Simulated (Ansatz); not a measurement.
# ZrBr, one cell by several methods

```
Zr Br
1.0
     1.76907    1.02137    9.35700
    -1.76907    1.02137    9.35700
     0.00000   -2.04274    9.35700
Zr Br
2 2
Direct
  0.20920 0.20920 0.20920
  0.79080 0.79080 0.79080
  0.39170 0.39170 0.39170
  0.60830 0.60830 0.60830
```

Atom numbers follow the list: Zr1, Zr2, Br3, Br4.

The conventional cell has a = 3.538 Å, b = 3.538 Å, c = 28.071 Å, α = 90.00°, β = 90.00°, γ = 120.00°. Zr (atom 1) is surrounded by 3 Br at 2.75 Å and 3 Zr at 3.14 Å. Around Br (atom 3) lie 3 Zr at 2.75 Å.

The cell comes from COD entry 4343762, which wasn't checked; take it as a given geometry. The listed cell was then made from it by scaling, straining or moving an atom.

Levels of theory: DFT, LDA, PAW with Ansatz's default frozen-core files, scalar-relativistic (Ansatz 0.2.0); DFT, LDA, all-electron PAW with datasets made for the crystal, scalar-relativistic (Ansatz 0.2.0); DFT, LDA, all-electron LAPW, scalar-relativistic (Ansatz 0.2.0).

For PAW: a Γ-centred 10×10×10 k mesh, Fermi–Dirac smearing of 0.02 eV, cutoff 420 eV, no spin polarisation; the PAW files were made with PBE, and the program remakes their frozen cores for this functional. The crystal-made all-electron datasets (AE datasets) take a cutoff of 220 eV at this cell. LAPW targets a basis error of 0.5 meV/atom. The Ansatz runs share mesh, smearing and spin set-up. Plane-wave (PAW) pressures include the program's estimate of the Pulay term.

Stress and pressure are positive in compression.

The change that made this cell: equal xx and yy strain of +1 %.

Spin–orbit coupling is left out, which moves gradients at and beside heavy atoms by some per cent and at worst by a factor of two.

In a metal, gradients converge slowly with the k mesh: the values move by tens of per cent from one mesh to another, at times in sign, so only the comparison on one mesh counts.

| quantity | PAW | AE datasets | LAPW |
| --- | --- | --- | --- |
| pressure (GPa) | -4.57 | -4.55 | -4.55 |
| stress xx (GPa) | -4.71 | -4.70 | -4.70 |
| stress zz (GPa) | -4.29 | -4.27 | -4.27 |
| force on Zr1, z (eV/Å) | -0.445 | -0.445 | -0.445 |
| force on Br3, z (eV/Å) | 0.217 | 0.216 | 0.216 |
| largest principal field gradient Vzz at Zr1 (10²¹ V/m²) | -1.39 | -1.40 | – |
| largest principal field gradient Vzz at Br3 (10²¹ V/m²) | 2.56 | 2.55 | – |

PAW's pressure differs from the LAPW value by about 0.01 GPa or less.
